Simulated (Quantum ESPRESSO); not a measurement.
## Cheap against tight settings: K₂S

```yaml
crystal:
  lattice:
    - [0.00000, 3.70694, 3.70694]
    - [3.70694, 0.00000, 3.70694]
    - [3.70694, 3.70694, 0.00000]
  atoms:
    - { symbol: K, position: [0.75000, 0.75000, 0.75000] }
    - { symbol: K, position: [0.25000, 0.25000, 0.25000] }
    - { symbol: S, position: [0.00000, 0.00000, 0.00000] }
```
The cell comes from the Materials Project (a computed structure). It is K2S in Fm-3m; whether this form has been observed was not checked. Stability against distortions was not tested.

Method: σ by PBE GIPAW on JTH datasets (Quantum ESPRESSO, modified build). The cutoff rises from row to row, with the meshes as listed. Shieldings are absolute and leave out the bulk-susceptibility term; a larger σ means a smaller chemical shift. No d partial waves on S: the paramagnetic term there is incompletely reconstructed.

```json
[
 {"setting": "A", "cutoff (Ha)": "12", "k-mesh": "3×3×3 shifted", "σ_iso K (ppm)": "1058.1", "σ_iso S (ppm)": "584.0", "f-sum rule missed by (%)": "0.03"},
 {"setting": "B", "cutoff (Ha)": "20", "k-mesh": "4×4×4 shifted", "σ_iso K (ppm)": "1048.8", "σ_iso S (ppm)": "581.8", "f-sum rule missed by (%)": "0.01"},
 {"setting": "C", "cutoff (Ha)": "30", "k-mesh": "6×6×6 shifted", "σ_iso K (ppm)": "1048.5", "σ_iso S (ppm)": "581.0", "f-sum rule missed by (%)": "0.00"}
]
```

Largest change from the last row but one to the last: σ_iso S (ppm) by -0.8.
